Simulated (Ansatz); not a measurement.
## ¹⁷O NMR of the central transition in CsVTeO₆

Cell: a Materials Project structure (computed, not necessarily an observed phase).

Space group Imma (No. 74); a = 7.1184, b = 7.2738, c = 10.1827 Å.

```
site  Wyckoff  site symmetry       x       y       z
  Cs       4e            mm2  0.0000  0.7500  0.6204
   V       4d          .2/m.  0.7500  0.7500  0.2500
  Te       4a          2/m..  0.0000  0.0000  0.0000
  O7       4e            mm2  0.0000  0.2500  0.0778
  O8       4e            mm2  0.5000  0.7500  0.1994
  O9      16j              1  0.3034  0.9385  0.3765
```

One atom of each set is listed; the run and its k-mesh use a cell of 18 atoms with edges of 7.20, 7.20, 7.20 Å.

Method: Kohn–Sham DFT in Ansatz, PBE, plane waves and PAW, scalar-relativistic, 420 eV cutoff, Γ-centred 5×5×5 k-points, Fermi–Dirac smearing 0.02 eV.

¹⁷O has I = 5/2 and Q = -25.58 mb (Pyykkö 2018); at 28.2 T its Larmor frequency is ν₀ = 162.8 MHz. Only the quadrupole interaction is simulated: positions count from each site's isotropic chemical shift, and J coupling is left out, as are shift anisotropy and dipolar coupling, which fast spinning averages.

(1) Give C_Q, η, the quadrupolar product P_Q = |C_Q|(1 + η²/3)^½, the second-order isotropic shift and the breadth of the pattern (fast magic-angle spinning) for each O site.

Answers

(1) 

```json
{"site": "O7", "first shell": "2 Te at 1.98 Å, angle 133°; also 1 Cs at 3.07 Å", "C_Q (MHz)": "-8.21", "η": "0.66", "P_Q (MHz)": "8.77", "δ_QIS (ppm)": "-17.4", "breadth (kHz)": "6.54"}
{"site": "O8", "first shell": "2 V at 1.85 Å, angle 148°; also 1 Cs at 3.26 Å", "C_Q (MHz)": "-0.845", "η": "0.33", "P_Q (MHz)": "0.861", "δ_QIS (ppm)": "-0.168", "breadth (kHz)": "0.0628"}
{"site": "O9", "first shell": "1 V at 1.92 Å, 1 Te at 1.93 Å, angle 138°; also 1 Cs at 3.13 Å", "C_Q (MHz)": "-7.34", "η": "0.17", "P_Q (MHz)": "7.38", "δ_QIS (ppm)": "-12.3", "breadth (kHz)": "4.50"}
```

δ_QIS = −(ν_Q²/30ν₀²)[I(I+1) − 3/4](1 + η²/3) × 10⁶ ppm with ν_Q = 3|C_Q|/[2I(2I−1)]; it falls as 1/B₀² in ppm, and the breadth as 1/B₀ in kHz.

At O7 and O8 V_zz runs parallel to the line that joins its two neighbours (within 1°) in each case.

The largest force is 0.4 eV/Å, so the atoms aren't at the calculated equilibrium and relaxing them would move these values. Without spin–orbit coupling the gradients at and beside Te can be off by some per cent, at some sites by more.
